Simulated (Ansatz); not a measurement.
Te2Mo:
```
Te2Mo
1.0
    3.54618     0.00000     0.00000
   -1.77309     3.07108     0.00000
    0.00000     0.00000    14.25848
Te Mo
4 2
Direct
  0.33333   0.66667   0.62432
  0.66667   0.33333   0.37568
  0.66667   0.33333   0.12432
  0.33333   0.66667   0.87568
  0.33333   0.66667   0.25000
  0.66667   0.33333   0.75000
```

Plane-wave PAW r²SCAN+D4 (Ansatz code) gives a gap of 0.91 eV without spin–orbit coupling, maximum at Γ, minimum on the K–Γ line, 41 % of the way from K.

Q: What happens when spin–orbit coupling is switched on?

A: The gap falls by 0.01 eV, to 0.90 eV; maximum at Γ, minimum on the K–Γ line, 41 % of the way from K.

Q: Give the electron effective mass with spin–orbit coupling.

A: 0.40, 0.52, 0.83 mₑ (principal values).

Q: Give the hole effective mass with spin–orbit coupling.

A: 1.3, 1.3, 1.6 mₑ (principal values).

Space group P6_3/mmc. Symmetry was held in the r²SCAN+D4 relaxation. No spin polarisation was allowed.

Potentials: the earlier of the program's two PAW sets.
